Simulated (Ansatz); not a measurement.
Values for one crystal, relaxed and computed with the program Ansatz at the PBE level (PAW); other levels are named.

```yaml
volume_per_atom: 12.89 Å³
electronic_character: metallic (no gap)
Pressure derivative B′: 6.7
Density of states at the Fermi level: 0.88 states/eV per atom (mean over ±0.08 eV)
Formation energy from the elements (no fitted shifts): -0.14 eV/atom
Bulk modulus (Birch–Murnaghan fit): 203 GPa
```

Task: Which of these materials gives this?
A) MgTiNO, P4/nmm (Ti on 2c, N on 2c, Mg on 2c, O on 2c)
B) Zr2SiN, P6_3/mmc (Zr on 4f, Si on 2d, N on 2a)
C) GaSb, zinc blende
D) GaMo2N, P6_3/mmc (Ga on 2d, Mo on 4f, N on 2a)

Result: D, GaMo2N, P6_3/mmc (Ga on 2d, Mo on 4f, N on 2a)

The start of the workflow was typed in or built on a structure type; neither database checked (COD, Materials Project) lists it. Whether it is the stable phase at ambient conditions was not checked. Symmetry was held in the PBE relaxation; whether a distortion lowers the energy is not shown. The workflow began spin-polarised and lost its moments. The references are the lowest solids computed at this level, not always the standard phases (solids in place of the gases). Spin–orbit coupling is left out wherever it is not named.

Potentials: the earlier of the program's two PAW sets.
